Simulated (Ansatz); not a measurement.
Calculated ⁶¹Ni nuclear quadrupole resonance for AlNi under strain

Cell: a COD entry, relaxed with PBE at fixed cell and then changed (z compressed by 3 %, ions relaxed).

```cif
data_structure
_symmetry_space_group_name_H-M 'P 1'
_symmetry_Int_Tables_number 1
_cell_length_a 2.8810
_cell_length_b 2.8810
_cell_length_c 2.7946
_cell_angle_alpha 90.000
_cell_angle_beta 90.000
_cell_angle_gamma 90.000
_cell_volume 23.20
loop_
_atom_site_label
_atom_site_type_symbol
_atom_site_fract_x
_atom_site_fract_y
_atom_site_fract_z
_atom_site_occupancy
Al1 Al 0.00000 0.00000 0.00000 1
Ni2 Ni 0.50000 0.50000 0.50000 1
```

Atoms are numbered from 1 in the order listed; like atoms form one site, named after its first atom.

Computed with Ansatz: DFT, PBE, plane waves and PAW, scalar-relativistic, collinear spin, 420 eV cutoff, Γ-centred 16×16×16 k-points, Fermi–Dirac smearing 0.05 eV. Start moments as typed (μB): 1.5 on each Ni, none on the rest.

⁶¹Ni: I = 3/2, Q = 162.0 mb (year-2017 value). Static lattice, zero field.

Q: Predict the zero-field ⁶¹Ni lines of each site.

A: For I = 3/2 there is one line, ν = (|C_Q|/2)(1 + η²/3)^½.

```json
{"site": "Ni", "atoms": "2", "V_zz (10²¹ V/m²)": "-0.62", "C_Q (MHz)": "-2.43", "η": "0.00", "line frequencies (MHz)": "1.22"}
```

An axis of threefold or higher order runs through Ni, so V_zz lies along it and η is zero.

With no gap above 0.1 eV, as in a metal, the gradients converge slowly in k; expect changes of a tenth or more on a denser mesh. With these PAW files V_zz is typically within 2 to 3 % of all-electron values, but misses above 10 % occur on Ni. At this changed cell the PBE pressure is 8 GPa. The start moments die out, and the run ends without spin.
